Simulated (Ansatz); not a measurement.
Question: Name crystals whose computed values (PBEsol (plane waves, PAW; program Ansatz)) fall in these windows: B₀ by P(V) fit (GPa) 10 to 13; highest Γ mode, no LO–TO term (cm⁻¹) 83 to 110; Θ_D (K) 110 to 160.

Answer: 

| crystal | B₀ by P(V) fit (GPa) | highest Γ mode, no LO–TO term (cm⁻¹) | Θ_D (K) |
|---|---|---|---|
| Sr, hcp (Mg type) | 11.9 | 96 | 137 |
Others may fit too.

Not the usual ambient phase: Sr, hcp (Mg type). The cell was relaxed under the symmetry of its start. Scalar-relativistic: spin–orbit coupling is off unless named, which matters more the heavier the elements.

Potentials: the later of the program's two PAW sets.
